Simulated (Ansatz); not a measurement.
## Profile along the Ca–Ca line in Ca (fcc, Cu type)

Ca (fcc, Cu type)

```yaml
crystal:
  lattice:
    - [0.00000, 2.78428, 2.78428]
    - [2.78428, 0.00000, 2.78428]
    - [2.78428, 2.78428, 0.00000]
  atoms:
    - { symbol: Ca, position: [0.00000, 0.00000, 0.00000] }
```

Fields along a shortest Ca–Ca line of a {110} plane (3.94 Å), from Ca to Ca, interpolated on the slice's grid (step about 0.2 Å). Level of theory: r2SCAN (plane waves to 500 eV, PAW, scalar-relativistic; Ansatz, a quantum-chemistry and plane-wave program). k mesh 14×14×14. Near the nuclei the fields are pseudised (PAW); where an atom keeps semicore shells as valence, they peak there. Ca was relaxed with its symmetry unable to fall. The PAW data are Ansatz's earlier set.

```
distance from Ca (Å)  valence electron density (e/Å³)  electron localisation function
--------------------  -------------------------------  ------------------------------
0.00                                             6.81                               x
0.39                                             4.92                               x
0.79                                             1.17                            0.79
1.18                                             0.13                            0.09
1.58                                             0.05                            0.11
1.97                                             0.05                            0.38
2.36                                             0.05                            0.11
2.76                                             0.13                            0.09
3.15                                             1.17                            0.79
3.55                                             4.92                               x
3.94                                             6.81                               x
```

x: too close to a nucleus for the ELF to mean much.

Density on the Ca–Ca line (3.94 Å) at its midpoint: 0.05 e/Å³. ELF at that point: 0.4.
